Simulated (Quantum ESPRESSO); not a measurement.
# Ir4Au2OsTi: finding a planted mistake in a log

A calculation, not a measurement. The program is pw.x of Quantum ESPRESSO 7.5 (plane-wave density functional theory). The cell is made up: eight metal atoms on a hexagonal close-packed lattice, with elements, volume, strain and displacements drawn at random and not relaxed, so it may be unstable or far from any real phase. PseudoDojo standard norm-conserving files set the functional (PBE unless stated); there is no spin polarisation or spin-orbit coupling, the Fermi-Dirac width of 0.25 eV means electrons at about 2900 K, and the masses in the input are unused placeholders. Heavy elements are run without spin-orbit coupling, which real alloys of them have. A spin test at this wide smearing found no moment, but such smearing suppresses magnetism that the real alloy may have.

Intended input:

```
&control calculation='scf', pseudo_dir='./dojo.nc.sr.pbe.v0_5.standard.upf', outdir='./o', disk_io='minimal', tprnfor=.true., tstress=.true. /
&system ibrav=0, nat=8, ntyp=4, nbnd=83, ecutwfc=84.00895049, nosym=.true., tot_charge=0,
 occupations='smearing', smearing='fd', degauss=0.0183746611
/
&electrons conv_thr=1.470e-08, electron_maxstep=70, mixing_beta=0.5 /
ATOMIC_SPECIES
Au 1.0 Au.upf
Ir 1.0 Ir.upf
Os 1.0 Os.upf
Ti 1.0 Ti.upf
CELL_PARAMETERS angstrom
-0.0261 -0.0365 4.538
5.6969 -0.0449 -0.032
-2.8874 4.8515 -0.0228
ATOMIC_POSITIONS angstrom
Ir 0.0259 -0.0447 0.0157
Au -1.4288 2.4911 0.017
Os 2.901 0.0456 -0.0468
Ir 1.3313 2.4816 -0.0545
Ir -0.022 1.6585 2.2666
Ti -1.5206 4.0425 2.2649
Au 2.8437 1.5087 2.2578
Ir 1.4624 4.0089 2.2665
K_POINTS automatic
5 5 5 1 1 1
```

The log is shortened where brackets say so; the opening notice, blank lines, dates and the lines on written files are dropped, and the path of the files is cut. It prints rydbergs, bohrs and kilobars, and counts compression as positive stress. Its total energy is the free energy E - TS of the whole cell.

Log of the intended run:

```
     Program PWSCF v.7.5
     Parallel version (MPI & OpenMP), running on       4 processor cores
     Number of MPI processes:                 4
     Threads/MPI process:                     1
     [start-up lines left out]
     bravais-lattice index     =            0
     lattice parameter (alat)  =       8.5760  a.u.
     unit-cell volume          =     842.3476 (a.u.)^3
     number of atoms/cell      =            8
     number of atomic types    =            4
     number of electrons       =       134.00
     number of Kohn-Sham states=           83
     kinetic-energy cutoff     =      84.0090  Ry
     charge density cutoff     =     336.0358  Ry
     scf convergence threshold =      1.5E-08
     mixing beta               =       0.5000
     number of iterations used =            8  plain     mixing
     Exchange-correlation= PBE
                           (   1   4   3   4   0   0   0)
     [axes and pseudopotential details left out]
   Cartesian axes
     site n.     atom                  positions (alat units)
         1        Ir     tau(   1) = (   0.0057071  -0.0098497   0.0034595  )
         2        Au     tau(   2) = (  -0.3148370   0.5489154   0.0037460  )
         3        Os     tau(   3) = (   0.6392372   0.0100480  -0.0103124  )
         4        Ir     tau(   4) = (   0.2933528   0.5468221  -0.0120091  )
         5        Ir     tau(   5) = (  -0.0048477   0.3654515   0.4994467  )
         6        Ti     tau(   6) = (  -0.3350652   0.8907674   0.4990721  )
         7        Au     tau(   7) = (   0.6266111   0.3324430   0.4975076  )
         8        Ir     tau(   8) = (   0.3222407   0.8833636   0.4994247  )
     number of k points=    63  Fermi-Dirac smearing, width (Ry)=  0.0184
                       cart. coord. in units 2pi/alat
        k(    1) = (   0.0813547   0.1424390   0.1016185), wk =   0.0320000
        k(    2) = (   0.0828448   0.3304182   0.1031390), wk =   0.0320000
     [further k points left out]
     Dense  grid:    87579 G-vectors     FFT dimensions: (  54,  64,  64)
     Estimated max dynamical RAM per process >     404.71 MB
     Estimated total dynamical RAM >       1.52 GB
     Initial potential from superposition of free atoms
     starting charge     133.9973, renormalised to     134.0000
     Starting wfcs are   80 randomized atomic wfcs +    3 random wfcs
     total cpu time spent up to now is        5.7 secs
     per-process dynamical memory:   330.8 Mb
     Self-consistent Calculation
     iteration #  1     ecut=    84.01 Ry     beta= 0.50
     Davidson diagonalization with overlap
     ethr =  1.00E-02,  avg # of iterations =  3.0
     total cpu time spent up to now is       22.3 secs
     total energy              =   -1833.27800125 Ry
     estimated scf accuracy    <       3.29946661 Ry
     iteration #  2     ecut=    84.01 Ry     beta= 0.50
     Davidson diagonalization with overlap
     ethr =  2.46E-03,  avg # of iterations =  2.3
     total cpu time spent up to now is       38.6 secs
     total energy              =   -1834.08898270 Ry
     estimated scf accuracy    <       9.46188912 Ry
     [iterations 3 to 19 left out]
     iteration # 20     ecut=    84.01 Ry     beta= 0.50
     Davidson diagonalization with overlap
     ethr =  6.99E-11,  avg # of iterations =  1.4
     total cpu time spent up to now is      287.4 secs
     total energy              =   -1835.18322051 Ry
     estimated scf accuracy    <       0.00000002 Ry
     iteration # 21     ecut=    84.01 Ry     beta= 0.50
     Davidson diagonalization with overlap
     ethr =  1.70E-11,  avg # of iterations =  1.5
     total cpu time spent up to now is      300.5 secs
     End of self-consistent calculation
     [lines on levels left out]
!    total energy              =   -1835.18322051 Ry
     estimated scf accuracy    <          4.5E-09 Ry
     smearing contrib. (-TS)   =      -0.11987819 Ry
     internal energy E=F+TS    =   -1835.06334232 Ry
     The total energy is F=E-TS. E is the sum of the following terms:
     one-electron contribution =    -397.74144477 Ry
     hartree contribution      =     281.16087747 Ry
     xc contribution           =    -337.60003972 Ry
     ewald contribution        =   -1380.88273530 Ry
     convergence has been achieved in  21 iterations
     Forces acting on atoms (cartesian axes, Ry/au):
     atom    1 type  2   force =    -0.01639730    0.04738840    0.00512908
     atom    2 type  1   force =    -0.00017956   -0.00976913   -0.00406964
     atom    3 type  3   force =     0.00280175   -0.03536459    0.01297217
     atom    4 type  2   force =     0.01180897   -0.01415730    0.01828978
     atom    5 type  2   force =     0.03447031   -0.01998937   -0.00556392
     atom    6 type  4   force =     0.01982692    0.01567664    0.00328677
     atom    7 type  1   force =    -0.02679430    0.01819252   -0.01214901
     atom    8 type  2   force =    -0.02553678   -0.00197715   -0.01789522
     Total force =     0.095892     Total SCF correction =     0.000234
     Computing stress (Cartesian axis) and pressure
          total   stress  (Ry/bohr**3)                   (kbar)     P=      -32.22
  -0.00042773   0.00015751   0.00006094          -62.92       23.17        8.96
   0.00015751  -0.00010625   0.00006487           23.17      -15.63        9.54
   0.00006094   0.00006487  -0.00012319            8.96        9.54      -18.12
     init_run     :      5.23s CPU      5.42s WALL (       1 calls)
     electrons    :    288.81s CPU    294.80s WALL (       1 calls)
     forces       :      2.76s CPU      2.76s WALL (       1 calls)
     stress       :     10.02s CPU     10.02s WALL (       1 calls)
     [timing details left out]
     PWSCF        :   5m 7.15s CPU   5m13.40s WALL
     JOB DONE.
```

A second run was made from an input with one planted mistake. Its log:

```
     Program PWSCF v.7.5
     Parallel version (MPI & OpenMP), running on       4 processor cores
     Number of MPI processes:                 4
     Threads/MPI process:                     1
     [start-up lines left out]
     bravais-lattice index     =            0
     lattice parameter (alat)  =       8.5760  a.u.
     unit-cell volume          =     842.3476 (a.u.)^3
     number of atoms/cell      =            8
     number of atomic types    =            4
     number of electrons       =       134.00
     number of Kohn-Sham states=           83
     kinetic-energy cutoff     =      84.0090  Ry
     charge density cutoff     =     336.0358  Ry
     scf convergence threshold =      1.5E-08
     mixing beta               =       0.5000
     number of iterations used =            8  plain     mixing
     Exchange-correlation= PBE
                           (   1   4   3   4   0   0   0)
     [axes and pseudopotential details left out]
   Cartesian axes
     site n.     atom                  positions (alat units)
         1        Ir     tau(   1) = (   0.0057071  -0.0098497   0.0034595  )
         2        Au     tau(   2) = (  -0.3148370   0.5489154   0.0037460  )
         3        Os     tau(   3) = (   0.6392372   0.0100480  -0.0103124  )
         4        Ir     tau(   4) = (   0.2933528   0.5468221  -0.0120091  )
         5        Ir     tau(   5) = (  -0.0048477   0.3654515   0.4994467  )
         6        Ti     tau(   6) = (  -0.3350652   0.8907674   0.4990721  )
         7        Au     tau(   7) = (   0.6133900   0.3324430   0.4975076  )
         8        Ir     tau(   8) = (   0.3222407   0.8833636   0.4994247  )
     number of k points=    63  Fermi-Dirac smearing, width (Ry)=  0.0184
                       cart. coord. in units 2pi/alat
        k(    1) = (   0.0813547   0.1424390   0.1016185), wk =   0.0320000
        k(    2) = (   0.0828448   0.3304182   0.1031390), wk =   0.0320000
     [further k points left out]
     Dense  grid:    87579 G-vectors     FFT dimensions: (  54,  64,  64)
     Estimated max dynamical RAM per process >     404.71 MB
     Estimated total dynamical RAM >       1.52 GB
     Initial potential from superposition of free atoms
     starting charge     133.9973, renormalised to     134.0000
     Starting wfcs are   80 randomized atomic wfcs +    3 random wfcs
     total cpu time spent up to now is        5.4 secs
     per-process dynamical memory:   330.8 Mb
     Self-consistent Calculation
     iteration #  1     ecut=    84.01 Ry     beta= 0.50
     Davidson diagonalization with overlap
     ethr =  1.00E-02,  avg # of iterations =  3.0
     total cpu time spent up to now is       20.4 secs
     total energy              =   -1833.29427992 Ry
     estimated scf accuracy    <       3.27908453 Ry
     iteration #  2     ecut=    84.01 Ry     beta= 0.50
     Davidson diagonalization with overlap
     ethr =  2.45E-03,  avg # of iterations =  2.2
     total cpu time spent up to now is       35.6 secs
     total energy              =   -1834.08969506 Ry
     estimated scf accuracy    <       9.42348322 Ry
     [iterations 3 to 19 left out]
     iteration # 20     ecut=    84.01 Ry     beta= 0.50
     Davidson diagonalization with overlap
     ethr =  6.98E-11,  avg # of iterations =  1.5
     total cpu time spent up to now is      280.2 secs
     total energy              =   -1835.18511579 Ry
     estimated scf accuracy    <       0.00000003 Ry
     iteration # 21     ecut=    84.01 Ry     beta= 0.50
     Davidson diagonalization with overlap
     ethr =  1.95E-11,  avg # of iterations =  1.2
     total cpu time spent up to now is      292.2 secs
     End of self-consistent calculation
     [lines on levels left out]
!    total energy              =   -1835.18511579 Ry
     estimated scf accuracy    <          4.3E-09 Ry
     smearing contrib. (-TS)   =      -0.11919508 Ry
     internal energy E=F+TS    =   -1835.06592070 Ry
     The total energy is F=E-TS. E is the sum of the following terms:
     one-electron contribution =    -397.33580371 Ry
     hartree contribution      =     280.95554800 Ry
     xc contribution           =    -337.59926191 Ry
     ewald contribution        =   -1381.08640308 Ry
     convergence has been achieved in  21 iterations
     Forces acting on atoms (cartesian axes, Ry/au):
     atom    1 type  2   force =    -0.01741744    0.04730526    0.00502854
     atom    2 type  1   force =    -0.00230634   -0.01244022   -0.00458389
     atom    3 type  3   force =     0.00489461   -0.03508391    0.01318577
     atom    4 type  2   force =     0.01007958   -0.01103861    0.01938878
     atom    5 type  2   force =     0.02216918   -0.02068644   -0.00560655
     atom    6 type  4   force =     0.01752575    0.01017749    0.00329452
     atom    7 type  1   force =    -0.00663087    0.01795324   -0.01259313
     atom    8 type  2   force =    -0.02831447    0.00381320   -0.01811404
     Total force =     0.088415     Total SCF correction =     0.000228
     Computing stress (Cartesian axis) and pressure
          total   stress  (Ry/bohr**3)                   (kbar)     P=      -32.82
  -0.00043062   0.00015421   0.00005922          -63.35       22.68        8.71
   0.00015421  -0.00010485   0.00006654           22.68      -15.42        9.79
   0.00005922   0.00006654  -0.00013390            8.71        9.79      -19.70
     init_run     :      5.16s CPU      5.34s WALL (       1 calls)
     electrons    :    281.16s CPU    286.77s WALL (       1 calls)
     forces       :      2.68s CPU      2.68s WALL (       1 calls)
     stress       :      9.37s CPU      9.39s WALL (       1 calls)
     [timing details left out]
     PWSCF        :   4m58.44s CPU   5m 4.32s WALL
     JOB DONE.
```

Question: the log repeats what the program read. Compare it with the intended run: what was wrong in the second input?

Answer: one coordinate of one atom is wrong. The input lines that differ:

```
- Au 2.8437 1.5087 2.2578
+ Au 2.7837 1.5087 2.2578
```

|  | intended run | run with the mistake |
| --- | --- | --- |
| free energy (eV) | -24968.940 | -24968.966 |
| entropy term -TS, part of it (eV) | -1.631 | -1.622 |
| pressure (GPa) | -3.22 | -3.28 |
| size of the largest force component (eV/Å) | 1.218 | 1.216 |
| largest change of a force component (eV/Å) |  | 0.518 |
| iterations | 21 | 21 |

For scale, a rerun of the intended cell at a higher cutoff and on a denser mesh moved values by no more than 0.004 eV in energy, 0.09 GPa in stress and 0.014 eV/Å in force, and a second program with other atomic files agreed on that cell to 2 % rms in force and 0.5 GPa in pressure.